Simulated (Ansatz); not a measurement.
BaAg₂Ge₂:
```
CELL_PARAMETERS angstrom
     -2.28093     2.28093     5.31387
      2.28093    -2.28093     5.31387
      2.28093     2.28093    -5.31387
ATOMIC_POSITIONS crystal
  Ge 0.38117 0.38117 0.00000
  Ge 0.61883 0.61883 0.00000
  Ag 0.75000 0.25000 0.50000
  Ag 0.25000 0.75000 0.50000
  Ba 0.00000 0.00000 0.00000
```

Relaxed with PBEsol.

Q: Map the valence electron density (e/Å³), cut off at 2 on the plane through (0.381, 0.381, 0.000) spanned by u = [1, 1, 0] and v = [1, 0, 1] in lattice vectors, from DFT-PBEsol in the program Ansatz with PAW potentials.

A: x is the fraction of u, y of v (the angle between them is 90°; rows are the nearest grid lines); atoms in the plane: Ge at (0.00, 0.00), Ge at (0.24, 0.00), Ag at (0.87, 0.50), Ag at (0.37, 0.50), Ba at (0.62, 0.00).
```
|9993212799997200000036510365200000013999|
|9993212699995100000036621465200000013999|
|9972112499993100000025654664100000012799|
|9731111259952100000024666653100000011379|
|3311001123321100000012466531000000011233|
|1110000111111110000001233321000000111111|
|1100000001111111100000111100000011211111|
|0000000000011345321000000000000124532110|
|0000000000013799941000000000001279994210|
|0000000000015999993100000000001599999310|
|0000000000029999994100000000002999999410|
|0000000000029999996100000000002999999610|
|0000000000029999996100000000002999999610|
|0000000000029999994100000000002999999410|
|0000000000015999993100000000001599999310|
|0000000000013799941000000000001279994210|
|0000000000011345321000000000000124542110|
|1100000001111111100000111100000011211111|
|1110000111111110000001233321000000111111|
|3311001123321100000012466531000000011233|
|9731111259952100000024666653100000011379|
|9972112499993100000025654664100000012799|
|9993212699995100000036621465200000013999|
|9993212799997200000036510365200000013999|
```
Scale: ten equal steps from 0.038 (start of '0') to 2.00 (end of '9'), in the order '0123456789'; x runs from 0.000 to 1.00, y from 0.000 (bottom) to 1.00 (top).

The density is the valence pseudo-density with augmentation charge, so density and ELF within about 1 Å of a nucleus are not all-electron values.

Space group I4/mmm. The workflow started from an entry of the Crystallography Open Database (COD). Its standing as an ambient phase is unchecked. The PBEsol relaxation kept the symmetry of its start; whether a distortion lowers the energy is not shown. The run is not spin-polarised. Spin–orbit coupling is left out wherever it is not named.

Potentials: the later of the program's two PAW sets.
